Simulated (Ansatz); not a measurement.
CaZn₂S₂, a known structure type with other elements, at an estimated volume

```xyz
5
Lattice="2.0001 3.4643 0.0000 -2.0001 3.4643 0.0000 0.0000 0.0000 6.6228" Properties=species:S:1:pos:R:3 pbc="T T T"
Zn   -0.0002    2.3097    2.4934
Zn    0.0002    4.6190    4.1294
Ca    0.0000    0.0000    0.0000
S    -0.0002    2.3097    4.9426
S     0.0002    4.6190    1.6802
```

Single point in Ansatz 0.2.0 with PBE, no spin polarisation. Cutoff 420 eV, PAW datasets, 10×10×5 Γ-centred k mesh, fermi-dirac filling (width 0.1 eV).

Question: Describe some of the short contacts.

Answer: Zn–S at 2.45 Å: least valence density 0.38 e/Å³ and ELF 0.26 there. Zn–Zn at 2.83 Å: least valence density 0.17 e/Å³ and ELF 0.18 there. Ca–S at 2.86 Å: least valence density 0.16 e/Å³ and ELF 0.07 there. Both are smooth PAW fields, read partly inside the augmentation spheres.

Question: Metal or insulator?

Answer: It is a metal, with about 3.7 states/eV a cell as the mean within 0.25 eV of the Fermi level.

Question: How is the charge shared?

Answer: Bader charges in e: Ca +1.31, Zn +0.53, S -1.18. In the mean Ca gives up most and S takes most.

Question: What is the formation energy?

Answer: -0.47 eV an atom against the elements' usual phases (free molecules for gases, crystals otherwise, with no correction for O₂ or N₂), so it is bound against them; other compounds may still compete. Relaxing would lower it.

Question: What does the stress say?

Answer: The pressure is 8.9 GPa (compression positive), so with the atoms held at these fractions the cell would first expand. The principal stresses 5.5, 10.6, 10.6 GPa differ, so its shape would change too.

Origin: a known structure type with other elements, at an estimated volume, so it need not be a known compound. Caveats: many states at the Fermi level without spin polarisation, so a magnetic state may lie lower.
